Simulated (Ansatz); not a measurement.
InAg$_{3}$ (Cu3Au type, Pm-3m) at seven volumes, PBEsol in the plane-wave PAW code Ansatz, scaled uniformly. One row is withheld.

| V (Å³/atom) | P (GPa) |
|---|---|
| 16.121 | 13.02 |
| 16.652 | ? |
| 17.183 | 3.50 |
| 17.715 | 0.00 |
| 18.246 | -2.81 |
| 18.778 | -5.07 |
| 19.309 | -6.91 |

**Question.** Fit the shown pressures and predict the withheld one.

**Answer.** P = (3/2)B₀(x^(7/2) − x^(5/2))[1 + (3/4)(B′ − 4)(x − 1)] with x = (V₀/V)^(2/3). Least squares on the six rows gives V₀ = 17.717 Å³/atom, B₀ = 104 GPa, B′ = 6.00. At V = 16.652, x = 1.0422 and P = 7.76 GPa. The run itself gave 7.80 GPa.

The workflow started from an entry of the Crystallography Open Database (COD). Whether it is the stable phase at ambient conditions was not checked. The PBEsol relaxation kept the symmetry of its start; of distortions, only those at the zone centre were tested. The run is not spin-polarised.

Potentials: the later of the program's two PAW sets.
